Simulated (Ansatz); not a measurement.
ZrS2 (CdI2 type)

```yaml
crystal:
  lattice:
    - [3.63482, 0.00000, 0.00000]
    - [-1.81741, 3.14785, 0.00000]
    - [0.00000, 0.00000, 5.71966]
  atoms:
    - { symbol: Zr, position: [0.00000, 0.00000, 0.00000] }
    - { symbol: S, position: [0.33333, 0.66667, 0.25534] }
    - { symbol: S, position: [0.66667, 0.33333, 0.74466] }
```

E(V) scan at fixed shape, V₀ the volume above. The atoms relax within the cell's symmetry.

Method: PBE-D3(BJ) (plane waves to 420 eV, PAW, scalar-relativistic; Ansatz, an electronic-structure program). k mesh 11×11×6 (Γ-centred), Fermi-Dirac smearing 0.05 eV. Compression counts positive. ZrS2 is run without spin polarisation. ZrS2 was relaxed with its symmetry unable to fall.

At one point of the scan the stress tensor (GPa) is:

```
  -4.69     0.00     0.00
   0.00    -4.69     0.00
   0.00     0.00    -1.30
```

Problem. Which point is it?
A) V/V₀ = 1.100
B) V/V₀ = 1.050
C) V/V₀ = 1.067
D) V/V₀ = 1.083

Solution. A, V/V₀ = 1.100

(Under strain, the slope of the energy per volume gives the stress and its curvature an elastic modulus.)
